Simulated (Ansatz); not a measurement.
**Kick test of a cell of Ta₂W**

The structure comes from a generated guess, relaxed at this level; another structure or a mixture of phases may lie lower.

Computed with DFT PBE, scalar-relativistic, plane waves, PAW in Ansatz. Cutoff 420 eV; k points 18×18×18 on the computed 3-atom cell (Γ-centred); Gaussian smearing, width 0.10 eV; no spin polarisation.

The cell below (3 atoms, space group Fmmm (No. 69)) is relaxed within its symmetry.

```
Ta W
1.0
     0.00000    2.33773    6.88711
     1.62505    0.00000    6.88711
     1.62505    2.33773    0.00000
Ta W
2 1
Direct
  0.16337 0.16338 0.83662
  0.83662 0.83662 0.16338
  0.50000 0.50000 0.50000
```

For the test a repeat of it with 6 atoms (edges 2.85, 5.41, 7.08 Å) was strained at random (σ = 1.5 % a component), the atoms were moved at random (σ = 0.15 Å), and all was relaxed again on a coarse 8×4×4 mesh (in the run’s order of axes) with 0.20 eV smearing, with no symmetry imposed.

These runs have no spin–orbit coupling, which can matter for Ta and W.

Problem. Is the structure stable against such a distortion?

Solution. It returns, within 1 meV/atom of the unmoved cell on that mesh and with the same symmetry when read at 0.1 Å (P-1 at 0.01 Å, so small strains and shifts remain). No instability shows in this cell; modes of other wave vectors, which need another repeat, aren't tested.
